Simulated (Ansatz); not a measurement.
BeS:
```
CELL_PARAMETERS angstrom
      5.80959     0.00000     0.00000
      0.00000     3.44433     0.00000
      0.00000     0.00000     5.90794
ATOMIC_POSITIONS crystal
  Be 0.14377 0.25000 0.40402
  Be 0.35623 0.75000 0.90402
  Be 0.85623 0.75000 0.59598
  Be 0.64377 0.25000 0.09598
  S  0.77814 0.25000 0.41798
  S  0.72186 0.75000 0.91798
  S  0.22186 0.75000 0.58202
  S  0.27814 0.25000 0.08202
```

Relaxed with LDA. Special points in fractions of this cell's reciprocal vectors: Γ (0.000, 0.000, 0.000); X (0.500, 0.000, 0.000); S (0.500, 0.500, 0.000); Y (0.000, 0.500, 0.000); Z (0.000, 0.000, 0.500); U (0.500, 0.000, 0.500); R (0.500, 0.500, 0.500); T (0.000, 0.500, 0.500).

Task: List the band energies nearest the valence-band maximum at these points for the program Ansatz at the LDA level (PAW).

Result: In eV from the valence-band maximum; about four levels below and three above (degenerate sets whole), none deeper than 8.9 eV; points with the same levels are listed once.

| k | below | above |
|---|---|---|
| Γ | -0.77 -0.35 -0.15 0.00 | 3.77 4.11 5.42 |
| X | -0.65 -0.65 -0.46 -0.46 | 3.71 3.71 5.14 5.14 |
| S | -1.56 -1.56 -1.56 -1.56 | 4.99 4.99 4.99 4.99 |
| Y | -2.40 -2.40 -1.52 -1.52 | 3.83 3.83 6.58 6.58 |
| Z | -0.81 -0.81 -0.70 -0.70 | 3.90 3.90 5.92 5.92 |
| U | -1.25 -1.25 -1.05 -1.05 | 4.11 4.11 5.15 5.15 |
| R | -1.58 -1.58 -1.58 -1.58 | 4.37 4.37 4.37 4.37 |
| T | -1.35 -1.35 -1.06 -1.06 | 3.86 3.86 5.34 5.34 |

Space group Pnma. The start of the workflow was typed in or built on a structure type; neither database checked (COD, Materials Project) lists it. COD files the formula under space group No. 216. Whether it is the stable phase at ambient conditions was not checked. Symmetry was held in the LDA relaxation; its stability against distortions is not shown here. The volume moved by 19 % from the start of the relaxation.

Potentials: the earlier of the program's two PAW sets. The files were generated under PBE; for other functionals the program regenerates the frozen cores, and for LDA and PBEsol the local potential too.
